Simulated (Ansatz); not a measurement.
# GaSb: computed property card

GaSb:
```
CELL_PARAMETERS angstrom
      3.90325     0.00000     0.00000
     -1.95163     3.38031     0.00000
      0.00000     0.00000     3.60146
ATOMIC_POSITIONS crystal
  Ga 0.00000 0.00000 0.00000
  Sb 0.66667 0.33333 0.50000
```

Space group P-6m2 (No. 187); conventional cell a = 3.9033 Å, b = 3.9033 Å, c = 3.6015 Å, α = 90.00°, β = 90.00°, γ = 120.00°.

Method: the program Ansatz at the PBEsol level (PAW). The cell and atoms are relaxed at this level. Other levels are named where they apply.

**Cell and energy**

- Volume per atom: 23.76 Å³
- Density: 6.69 g/cm³
- Formation energy from the elements (no fitted shifts): 0.087 eV/atom

**Electronic structure**

* **Electronic character**: metallic (no gap)
* **Density of states at the Fermi level**: 0.49 states/eV per atom (mean over ±0.08 eV)
* **Gap with spin–orbit coupling**: none (metallic)

**Mechanics**

Bulk modulus (Birch–Murnaghan fit): 51.3 GPa
Pressure derivative B′: 4.6
Elastic constants (relaxed ions, GPa): C11 = 62.5, C12 = 35.3, C13 = 57.7, C33 = 102, C44 = 23.9
Mechanical stability: stable (all eigenvalues of C positive)
Hill bulk and shear moduli: 52.7 and 16.1 GPa
Young's modulus: 43.7 GPa
Poisson's ratio: 0.36
Debye temperature from the elastic constants: 181 K

**Phonons**

Highest zone-centre frequency: 137 cm⁻¹
Zone-centre stability: no imaginary mode at Γ

The cell is a constructed one: a structure type filled with these elements; neither database checked (COD, Materials Project) lists it. It is not the phase usual at ambient conditions (space group No. 216). Symmetry was held in the PBEsol relaxation. As this level gives no gap, shear constants depend on the k-mesh and smearing (Fermi–Dirac, 0.1 eV here). As this level gives no gap, phonon frequencies hold no LO–TO term and depend on the k-mesh and smearing (Fermi–Dirac, 0.1 eV here). The references are the lowest solids computed at this level, not always the standard phases. Scalar-relativistic: spin–orbit coupling is off unless named, which matters more the heavier the elements.

Potentials: the earlier of the program's two PAW sets. The files were generated under PBE; for other functionals the program regenerates the frozen cores, and for LDA and PBEsol the local potential too.
